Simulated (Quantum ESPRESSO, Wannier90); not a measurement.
## Wannierisation of TlBiTe₂ (R-3m)

```xyz
4
Lattice="-2.2764 3.9429 0.0000 -4.5529 0.0000 0.0000 -2.2764 1.3143 7.9638" Properties=species:S:1:pos:R:3 pbc="T T T"
Tl    -4.5529     2.6286     3.9819
Bi     0.0000     0.0000     0.0000
Te    -2.2764     1.3143     1.7679
Te     2.2764    -1.3143    -1.7679
```

Cell from Materials Project (mp-27438), symmetrised, no further relaxation. COD (Crystallography Open Database) has an entry of this formula and space group (matched by these alone). Method: PBEsol plane waves in Quantum ESPRESSO 7.5 (PseudoDojo norm-conserving files, 64 Ry, spinors with spin-orbit coupling), Bloch states on a 4×4×4 mesh through Γ, Wannier90 4.0.1. Density: 8×8×8 mesh, cold smearing 0.01 Ry. With spin-orbit coupling a semilocal functional can close or falsely invert a small gap; the band order was not checked against a better method.

A tight-binding model is made by disentanglement and projection with no localisation steps (num_iter = 0), so the 26 orbitals stay atom-like: hydrogen-like Tl: s;p; Bi: p; Te: p, axes along x, y, z; frozen window up to 1.50 eV relative to the Fermi level. It follows pw.x to 9.5 meV rms for states up to 1.0 eV relative to the Fermi level. Matrix elements depend on this choice of orbitals and windows.

The 30 largest hoppings ⟨m,0|H|n,R⟩ between different sites (one of each Hermitian pair; signs follow the real orbitals' lobes; the list may end inside a set of equal values):

```
m              n      R  distance of the centres (Å)  t (eV)  Im t (eV)
-------  -------  -----  ---------------------------  ------  ---------
Bi2 py↑  Te4 py↑  1 0 0                         3.16   1.184      0.000
Bi2 py↓  Te4 py↓  1 0 0                         3.16   1.184      0.000
Te3 py↑  Bi2 py↑  1 0 0                         3.16   1.184      0.000
Te3 py↓  Bi2 py↓  1 0 0                         3.16   1.184      0.000
Bi2 pz↑  Te4 py↑  1 0 0                         3.16  -1.098      0.000
Bi2 pz↓  Te4 py↓  1 0 0                         3.16  -1.098      0.000
Te3 py↑  Bi2 pz↑  1 0 0                         3.16  -1.098      0.000
Te3 py↓  Bi2 pz↓  1 0 0                         3.16  -1.098      0.000
Bi2 py↑  Te4 pz↑  1 0 0                         3.13  -1.090      0.000
Bi2 py↓  Te4 pz↓  1 0 0                         3.13  -1.090      0.000
Te3 pz↑  Bi2 py↑  1 0 0                         3.13  -1.090      0.000
Te3 pz↓  Bi2 py↓  1 0 0                         3.13  -1.090      0.000
Te3 px↑  Bi2 pz↑  0 0 0                         3.15  -0.951     -0.008
Te3 px↓  Bi2 pz↓  0 0 0                         3.15  -0.951      0.008
Te4 px↑  Bi2 pz↑  0 0 0                         3.15  -0.951     -0.008
Te4 px↓  Bi2 pz↓  0 0 0                         3.15  -0.951      0.008
Bi2 pz↑  Te4 px↑  0 1 0                         3.15   0.951      0.008
Bi2 pz↓  Te4 px↓  0 1 0                         3.15   0.951     -0.008
Te3 px↑  Bi2 pz↑  0 1 0                         3.15   0.951     -0.008
Te3 px↓  Bi2 pz↓  0 1 0                         3.15   0.951      0.008
Te3 pz↑  Bi2 px↑  0 0 0                         3.13  -0.944      0.015
Te3 pz↓  Bi2 px↓  0 0 0                         3.13  -0.944     -0.015
Te4 pz↑  Bi2 px↑  0 0 0                         3.13  -0.944      0.015
Te4 pz↓  Bi2 px↓  0 0 0                         3.13  -0.944     -0.015
Bi2 px↑  Te4 pz↑  0 1 0                         3.13   0.944     -0.015
Bi2 px↓  Te4 pz↓  0 1 0                         3.13   0.944      0.015
Te3 pz↑  Bi2 px↑  0 1 0                         3.13   0.944      0.015
Te3 pz↓  Bi2 px↓  0 1 0                         3.13   0.944     -0.015
Tl1 pz↑  Te4 py↑  0 1 1                         3.45  -0.936      0.000
Tl1 pz↓  Te4 py↓  0 1 1                         3.45  -0.936      0.000
```
